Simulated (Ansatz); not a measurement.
Q: SnO (zinc blende, F-43m) is relaxed with PBE in the plane-wave PAW code Ansatz. What lattice parameters of the conventional cell result?

A: a = 5.479 Å.

Q: Is it a metal or does it have a gap at this level?

A: No gap at this level.

The start of the workflow was typed in or built on a structure type; neither database checked (COD, Materials Project) lists it. It is not the phase usual at ambient conditions (space group No. 129). Symmetry was held in the PBE relaxation; its stability against distortions is not shown here. The volume moved by 23 % from the start of the relaxation. Spin–orbit coupling is left out wherever it is not named.

Potentials: the later of the program's two PAW sets.
